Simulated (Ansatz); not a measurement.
## Sb2Ru: do energies and stresses tell the same story?

Theory: DFT r2SCAN, scalar-relativistic, plane waves, PAW (Ansatz 0.2.0).

Cutoff 500 eV; k points 6×6×12 on the computed 6-atom cell (Γ-centred); Gaussian smearing, width 0.01 eV; no spin polarisation.

Relaxed cell: Pnnm, a = 5.978 Å, b = 6.714 Å, c = 3.214 Å, α = 90.00°, β = 90.00°, γ = 90.00°, 6 atoms in the primitive cell. Whether it is the stable form of this composition wasn't checked.

Energies at zero smearing and pressures from the stress tensor, at volumes with shape and atoms relaxed:
| V (Å³/atom) | E − E(first) (meV/atom) | P (GPa) |
| --- | --- | --- |
| 18.919 | 0.00 | 21.62 |
| 19.564 | -72.73 | 14.73 |
| 20.208 | -120.03 | 8.95 |
| 20.853 | -146.01 | 4.10 |
| 21.498 | -154.10 | 0.03 |
| 22.143 | -147.16 | -3.37 |
| 22.788 | -127.64 | -6.23 |
| 23.648 | -85.55 | -9.32 |

Task: Check P = −dE/dV between neighbouring volumes, and get the bulk modulus from the pressures alone.

Result: With 1 eV/Å³ = 160.2 GPa:
```json
{"middle V (Å³/atom)": "19.241", "−ΔE/ΔV (GPa)": "18.067", "mean P (GPa)": "18.173"}
{"middle V (Å³/atom)": "19.886", "−ΔE/ΔV (GPa)": "11.752", "mean P (GPa)": "11.841"}
{"middle V (Å³/atom)": "20.531", "−ΔE/ΔV (GPa)": "6.454", "mean P (GPa)": "6.528"}
{"middle V (Å³/atom)": "21.176", "−ΔE/ΔV (GPa)": "2.008", "mean P (GPa)": "2.069"}
{"middle V (Å³/atom)": "21.821", "−ΔE/ΔV (GPa)": "-1.724", "mean P (GPa)": "-1.670"}
{"middle V (Å³/atom)": "22.466", "−ΔE/ΔV (GPa)": "-4.848", "mean P (GPa)": "-4.801"}
{"middle V (Å³/atom)": "23.218", "−ΔE/ΔV (GPa)": "-7.844", "mean P (GPa)": "-7.775"}
```

The two differ by 0.11 GPa at most. The mean of two end pressures misses the average over a step by about ΔV² P″/12, up to 0.10 GPa here; with that taken off 0.01 GPa remains. Around V = 21.498 Å³/atom, the two neighbours give B = −V ΔP/ΔV = 21.498 × 7.48 / 1.290 = 124.6 GPa, against B0 = 123.7 GPa from the Birch–Murnaghan fit of the energies.